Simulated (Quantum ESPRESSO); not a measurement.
```cif
data_Cs2Li2O8W2
_chemical_formula_sum 'Li2 O8 Cs2 W2'
_space_group_name_H-M_alt 'I-4'
_space_group_IT_number 82
_space_group_name_Hall 'I -4'
_cell_length_a 5.99707
_cell_length_b 5.99707
_cell_length_c 8.81688
_cell_angle_alpha 90.000
_cell_angle_beta 90.000
_cell_angle_gamma 90.000
loop_
_atom_site_label
_atom_site_type_symbol
_atom_site_symmetry_multiplicity
_atom_site_Wyckoff_symbol
_atom_site_fract_x
_atom_site_fract_y
_atom_site_fract_z
_atom_site_occupancy
Li1 Li 2 c 0.00000 0.50000 0.25000 1
O1 O 8 g 0.03934 0.24491 0.38209 1
Cs1 Cs 2 a 0.00000 0.00000 0.00000 1
W1 W 2 b 0.00000 0.00000 0.50000 1
```
(The calculation used a cell of 7 atoms; values per cell refer to that cell.)

The geometry is that of Materials Project entry mp-1178391, symmetrised and not relaxed again.

What does norm-conserving PBEsol (Quantum ESPRESSO, 84 Ry, scalar-relativistic) give for the electronic structure near the Fermi level?

The PBEsol gap is direct, 4.50 eV at Γ. Without spin-orbit coupling, band edges of such heavy elements can be off by tenths of an eV.

The structure is a Materials Project entry; no match was found in the copy of COD used, and its stability was not checked.
